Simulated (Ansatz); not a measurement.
# Is this TaH structure a true minimum?

The cell was found from a structure generator's guess, not taken from experiment.

Method: Ansatz, DFT PBE, scalar-relativistic, plane waves, PAW. Plane waves to 420 eV, a k mesh through Γ of 6×10×6 on the computed 8-atom cell and Gaussian smearing (0.10 eV); no spin polarisation.

The cell below (8 atoms, space group Pnma (No. 62)) is relaxed within its symmetry.

```cif
data_structure
_symmetry_space_group_name_H-M 'P 1'
_symmetry_Int_Tables_number 1
_cell_length_a 4.9240
_cell_length_b 3.4083
_cell_length_c 4.9234
_cell_angle_alpha 90.000
_cell_angle_beta 90.000
_cell_angle_gamma 90.000
_cell_volume 82.63
loop_
_atom_site_label
_atom_site_type_symbol
_atom_site_fract_x
_atom_site_fract_y
_atom_site_fract_z
_atom_site_occupancy
Ta1 Ta 0.74407 0.25000 0.49584 1
Ta2 Ta 0.25593 0.75000 0.50416 1
Ta3 Ta 0.75593 0.75000 0.99584 1
Ta4 Ta 0.24407 0.25000 0.00416 1
H1 H 0.61639 0.25000 0.87019 1
H2 H 0.38361 0.75000 0.12981 1
H3 H 0.88361 0.75000 0.37019 1
H4 H 0.11639 0.25000 0.62981 1
```

For the test it was strained at random (σ = 1.5 % a component), the atoms were moved at random (σ = 0.10 Å), and all was relaxed again on a coarse 6×4×4 mesh (in the run’s order of axes) with 0.20 eV smearing, with no symmetry imposed.

Spin–orbit coupling, which can matter for Ta, is left out.

Q: Is the structure stable against such a distortion?

A: It returns, within 1 meV/atom of the unmoved cell on that mesh and with the same symmetry when read at 0.1 Å. So it is stable against the distortions that fit this cell and that this random move excites. Modes that don't fit the cell aren't tested.
